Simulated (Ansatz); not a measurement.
Theory: Ansatz, DFT PBE, scalar-relativistic, plane waves, PAW. All cells share a 420 eV cutoff and Γ-centred k meshes spaced about 0.3 Å⁻¹ or finer (0.25 for metals, 2π included). No spin polarisation.

These relaxed cells of Sn2Pb both derive from the bcc lattice, more or less distorted, and differ in how Sn and Pb are arranged on its sites.

Cell 1.

```
Sn Pb
1.0
     5.55122    0.00000    0.00000
    -2.77561    4.80750    0.00000
     0.00000    0.00000    3.27330
Sn Pb
2 1
Direct
  0.33333 0.66667 0.50000
  0.66667 0.33333 0.50000
  0.00000 0.00000 0.00000
```

Cell 2.

```
Sn Pb
1.0
    -2.01127    2.01127    5.43987
     2.01127   -2.01127    5.43987
     2.01127    2.01127   -5.43987
Sn Pb
2 1
Direct
  0.32201 0.32201 0.00000
  0.67799 0.67799 0.00000
  0.00000 0.00000 0.00000
```

**Question.** Which of the two orders is favoured, and by what margin per atom?

**Answer.** Cell 1 (P6/mmm) is lower; cell 2 (I4/mmm) lies 26 meV/atom higher. Cell 1, 29.1 Å³/atom, no gap on its mesh: Sn is surrounded by 5 Sn at 3.20–3.27 Å and 6 Pb at 3.60 Å; Pb is surrounded by 2 Pb at 3.27 Å and 12 Sn at 3.60 Å. Cell 2, 29.3 Å³/atom, no gap on its mesh: Sn has 4 Sn at 3.25 Å, 5 Pb at 3.44–3.50 Å and 5 Sn at 3.87–4.02 Å; Pb is surrounded by 10 Sn at 3.44–3.50 Å and 4 Pb at 4.02 Å.

For metals, differences of a few meV/atom aren't resolved. These runs have no spin–orbit coupling, which can matter for Pb. Cells relaxed within their symmetry can be saddle points. Other orderings may lie lower.
